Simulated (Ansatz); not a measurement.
# Axial (c/a) deformation path in Co

Method: DFT PBEsol, scalar-relativistic, plane waves, PAW (Ansatz). The runs took a 420 eV cutoff, a Γ-centred 24×24×14 mesh and Gaussian smearing (0.15 eV). Collinear spins, started from moments 1.9, 1.9 μB in atom order; the magnetic state may not be the lowest. Energies are free energies at this smearing, counted from the undisturbed cell; pressure is positive in compression.

Zero of the scan (as given, not relaxed at this level; it stands at -9.5 GPa):

```
CELL_PARAMETERS angstrom
2.48736 0.00000 0.00000
-1.24368 2.15412 0.00000
0.00000 0.00000 4.06329
ATOMIC_POSITIONS crystal
Co 0.66667 0.33333 0.25986
Co 0.33333 0.66667 0.74014
```

At fixed volume and fractional coordinates, lengths along (0.000, 0.000, 1.000) are scaled against those across it; ρ is that ratio over its starting value. The cell is metallic on the mesh throughout. At -10 GPa the given cell is far from its own equilibrium, so these figures belong to a strongly strained crystal.

| ρ | ΔE (meV/atom) |
| --- | --- |
| 0.850 | 142.7 |
| 0.920 | 37.0 |
| 0.960 | 7.3 |
| 1.000 | 0.0 |
| 1.050 | 19.7 |
| 1.100 | 67.1 |
| 1.200 | 228.2 |

Problem. Predict the moment (μB/cell) at each point.

Solution.
| ρ | moment (μB/cell) |
| --- | --- |
| 0.850 | 3.17 |
| 0.920 | 3.19 |
| 0.960 | 3.22 |
| 1.000 | 3.24 |
| 1.050 | 3.26 |
| 1.100 | 3.27 |
| 1.200 | 3.30 |

Cost: 7 runs of about 8 core-minutes in all, on Intel Xeon Processor @ 2.70GHz (shared hosts).